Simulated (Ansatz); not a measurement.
Step by step: KLa, relaxation of cell and atoms

These are results of DFT, PBE, PAW with Ansatz's default frozen-core files, scalar-relativistic (Ansatz 0.2.0), not measurements.

Command: `ansatz run input.yaml --threads 1 --pin off --max-ram 2048MiB --backend cpu --events-out ev --progress --plain --runs-dir out` The run took 71 s on 1 thread of AMD EPYC 7R43 64-Core Processor (Zen 3), with other jobs on the host, peak memory 0.55 GiB.

```yaml
crystal:
  lattice:
    - [1.8067627773, -1.0431349758, 5.9020917391]
    - [0.0, 2.0862699516, 5.9020917391]
    - [-1.8067627773, -1.0431349758, 5.9020917391]
  atoms:
    - { symbol: K, position: [0.0, 0.0, 0.0] }
    - { symbol: La, position: [0.5, 0.5, 0.5] }
kpoints:
  mp_grid: { grid: [11, 11, 11] }
scf:
  occupations: { method: fermi_dirac, width: 0.05 }
hamiltonian:
  xc: pbe
  pseudopotentials: { kind: paw }
output:
  forces: true
  stress: true
relax:
  f_tol: 0.005
  max_steps: 80
  cell: {}
```

Spin–orbit coupling is left out, though it moves levels of the heavy atoms by tenths of an eV or more.

The cell is built from the L11 type as a first guess.

The cutoff is 420 eV; energies and pressures of the walk include the program's estimate of the Pulay term.

Each frame lists the cell vectors (Å), then Cartesian positions (Å); symmetry keeps all forces zero. Free energies count from the first step, -7786.5056 eV.

The walk took 11 evaluations in all; steps that aren't listed are left out.

Step 1: E = 0.0 meV, P = 7.16 GPa

```
cell 1.8068 -1.0431 5.9021 0.0000 2.0863 5.9021 -1.8068 -1.0431 5.9021
K     0.0000    0.0000    0.0000
La    0.0000    0.0000    8.8531
```

Step 2: E = -267.5 meV, P = 4.77 GPa

```
cell 1.8375 -1.0609 6.1921 0.0000 2.1217 6.1921 -1.8375 -1.0609 6.1921
K     0.0000    0.0000    0.0000
La    0.0000    0.0000    9.2881
```

Step 3: E = -447.1 meV, P = 2.95 GPa

```
cell 1.8626 -1.0754 6.4802 0.0000 2.1507 6.4802 -1.8626 -1.0754 6.4802
K     0.0000    0.0000    0.0000
La    0.0000    0.0000    9.7204
```

Step 4:

```
cell 1.8815 -1.0863 6.7681 0.0000 2.1726 6.7681 -1.8815 -1.0863 6.7681
K     0.0000    0.0000    0.0000
La    0.0000    0.0000   10.1521
```

Step 5: E = -611.3 meV, P = 0.50 GPa

```
cell 1.8932 -1.0931 7.0558 0.0000 2.1861 7.0558 -1.8932 -1.0931 7.0558
K     0.0000    0.0000    0.0000
La    0.0000    0.0000   10.5837
```

Step 6: E = -621.6 meV, P = -0.02 GPa

```
cell 1.8950 -1.0941 7.2452 0.0000 2.1882 7.2452 -1.8950 -1.0941 7.2452
K     0.0000    0.0000    0.0000
La    0.0000    0.0000   10.8678
```

Step 7: E = -621.7 meV, P = 0.03 GPa

```
cell 1.8895 -1.0909 7.2608 0.0000 2.1818 7.2608 -1.8895 -1.0909 7.2608
K     0.0000    0.0000    0.0000
La    0.0000    0.0000   10.8911
```

Step 8: E = -641.6 meV, P = 0.35 GPa (the cell of the step before, solved again on a basis chosen afresh, hence the jump)

Step 9: E = -646.2 meV, P = 0.09 GPa

```
cell 1.8930 -1.0929 7.3744 0.0000 2.1859 7.3744 -1.8930 -1.0929 7.3744
K     0.0000    0.0000    0.0000
La    0.0000    0.0000   11.0617
```

Question: Give the energy, pressure of step 4.

Answer: E = -557.1 meV, P = 1.56 GPa
```
K     0.0000    0.0000    0.0000
La    0.0000    0.0000   10.1521
```

Question: How does the relaxation end?

Answer: It converges, with a = 3.787 Å, b = 3.787 Å, c = 22.287 Å, α = 90.00°, β = 90.00°, γ = 120.00° (conventional cell, space group R-3m). The last solve (on a basis chosen afresh for the final cell, so its energy is not quite comparable) gives E = -646.7 meV, P = -0.01 GPa:
```
cell 1.8936 -1.0933 7.4291 0.0000 2.1865 7.4291 -1.8936 -1.0933 7.4291
K     0.0000    0.0000    0.0000
La    0.0000    0.0000   11.1437
```
